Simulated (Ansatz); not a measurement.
Space group R3:H (No. 146). a = 5.515 Å, b = 5.515 Å, c = 14.577 Å, α = 90.00°, β = 90.00°, γ = 120.00°
```json
{"atom": "Li", "site": "9b", "symmetry": "1", "x": "0.6602", "y": "0.7153", "z": "0.2183"}
{"atom": "Li", "site": "9b", "symmetry": "1", "x": "0.3944", "y": "0.3485", "z": "0.1158"}
{"atom": "Li", "site": "3a", "symmetry": "3.", "x": "0.3333", "y": "0.6667", "z": "0.0134"}
{"atom": "Nb", "site": "3a", "symmetry": "3.", "x": "0.6667", "y": "0.3333", "z": "0.3325"}
{"atom": "O", "site": "9b", "symmetry": "1", "x": "0.6865", "y": "0.7215", "z": "0.0816"}
{"atom": "O", "site": "9b", "symmetry": "1", "x": "0.3714", "y": "0.3228", "z": "0.2520"}
```

Equation of state of this Li₇NbO₆ structure (not necessarily the ground state), with shape and atoms relaxed at each volume where symmetry leaves them free. Theory: DFT r2SCAN, scalar-relativistic, plane waves, PAW in Ansatz 0.2.0.

Cutoff 500 eV; k points 6×6×6 on the computed 14-atom cell (Γ-centred); Gaussian smearing, width 0.02 eV; no spin polarisation.

```
V (Å³/atom) E − E(largest V) (meV/atom) P (GPa) gap on mesh (eV)
      8.045                        28.51    17.14              4.46
      8.319                         3.87    11.79              4.41
      8.594                       -12.31     7.23              4.36
      8.868                       -21.26     3.34              4.31
      9.142                       -24.07     0.02              4.27
      9.416                       -21.65    -2.78              4.23
      9.691                       -14.79    -5.14              4.20
     10.056                         0.00    -7.72              4.15
```

Q: Fit a third-order Birch–Murnaghan equation to E(V).

A: V0 = 9.15 Å³/atom, B0 = 101 GPa, B0' = 4.4.

Cost: 8 runs of about 76 core-minutes in all, on Intel Xeon Processor @ 2.50GHz (Skylake/Cascade Lake) (shared hosts).